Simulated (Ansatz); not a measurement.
All-electron LAPW in Ansatz 0.2.0 under PBE, scalar-relativistic, energies extrapolated to zero smearing. Slabs are 1×1 cells cut from bulk crystals relaxed on PAW files, with atoms then relaxed, 16 to 20 Å of vacuum, a dipole correction, k spacings of 0.16 to 0.26 Å⁻¹ and smearing of 0.02 to 0.1 eV, without spin–orbit coupling or spin polarisation. The bulk type named needn't be the stable one, and no reconstruction is allowed.

| slab | area (Å²) | γ (J/m²) | Φ (eV) | Δd12 (%) |
| --- | --- | --- | --- | --- |
| CsCl AlRu (110), 4 layers | 12.76 | 2.22 | ? | ? |
| fcc Ag (111), 4 layers | 7.45 | 0.73 | 4.47 | -0.5 |
| bcc Mo (110), 5 layers | 7.06 | 2.84 | 4.52 | -4.8 |

Task: Give the missing entry: row "CsCl AlRu (110), 4 layers", column "Δd12 (%)".

Result: -0.6.

Task: What belongs in the row "CsCl AlRu (110), 4 layers", column "Φ (eV)"?

Result: 4.70.
